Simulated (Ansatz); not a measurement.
An elastic tensor (GPa, Voigt order, standard axes) from LDA (plane waves, PAW; program Ansatz):

```
 140  67.0  51.6   0.0   0.0   0.0
67.0   140  51.6   0.0   0.0   0.0
51.6  51.6   158   0.0   0.0   0.0
 0.0   0.0   0.0  31.9   0.0   0.0
 0.0   0.0   0.0   0.0  31.9   0.0
 0.0   0.0   0.0   0.0   0.0  36.3
```

Problem. Which of these materials gives this?
A) GaN, P6_3mc (Pearson symbol hP12)
B) Zn3N2, P6_3/mmc (Zn on 4f, Zn on 2b, N on 2c, N on 2a)
C) CdSe, P6_3mc (Cd on 2a, Cd on 2b, Se on 2a, Se on 2b)
D) ZnS, P6_3mc (Pearson symbol hP16)

Solution. D, ZnS, P6_3mc (Pearson symbol hP16)

The workflow started from an entry of the Crystallography Open Database (COD). Its sites differ from those of the usual phase in this space group: another stacking or structure type. The LDA relaxation kept the symmetry of its start; its stability against distortions is not shown here.

Potentials: the later of the program's two PAW sets.
